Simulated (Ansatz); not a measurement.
BAs in space group P-6m2 (No. 187; B on 1a, As on 1f) at seven volumes, PBE in the plane-wave PAW code Ansatz, shape and atoms relaxed at each. One row is withheld.

```tsv
V (Å³/atom)	P (GPa)
11.662	13.25
12.047	8.09
12.431	?
12.816	0.01
13.200	-3.14
13.585	-5.87
13.969	-8.21
```

Problem. Fit the shown pressures and predict the withheld one.

Solution. P = (3/2)B₀(x^(7/2) − x^(5/2))[1 + (3/4)(B′ − 4)(x − 1)] with x = (V₀/V)^(2/3). Least squares on the six rows gives V₀ = 12.818 Å³/atom, B₀ = 114 GPa, B′ = 4.27. At V = 12.431, x = 1.0206 and P = 3.73 GPa. The run itself gave 3.70 GPa.

A made-up cell: these elements were put on the sites of a structure type; neither database checked (COD, Materials Project) lists it. It is not the phase usual at ambient conditions (space group No. 216). The cell was relaxed with PBE under the symmetry of its start; whether a distortion lowers the energy is not shown.

Potentials: the later of the program's two PAW sets.
